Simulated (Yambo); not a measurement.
Material: TiO2 (space group P2_1/c, No. 14); a = 4.813 Å, b = 4.872 Å, c = 5.041 Å, α = γ = 90.00°, β = 99.86° (12 atoms in the cell). The geometry is that of Materials Project entry mp-430, symmetrised and not relaxed again.

With PBEsol (pw.x of Quantum ESPRESSO, ONCV potentials, scalar-relativistic), the gap between the mesh's edge points (Γ → (-0.5, 0, 0)) is 2.285 eV.

Question: What does a G0W0 run in Yambo give for it (4×2×2 Γ-centred k mesh, bands 5 to 242 and a 8 Ry block in the screening, 242 bands in G with the Bruneval-Gonze terminator, plasmon pole fitted at 27.2 eV)?

Answer: The correction is 1.362 eV, giving 3.647 eV, 1.6 times the PBEsol value.  Nearest settings tried, and what they do to the gap: 164 bands in W, 164 bands in G: -1 meV; 3 Ry block (77 vectors against 301): +356 meV. Not varied: mesh. So the settings aren't converged at that level. 

This is not the ordinary phase of the substance.
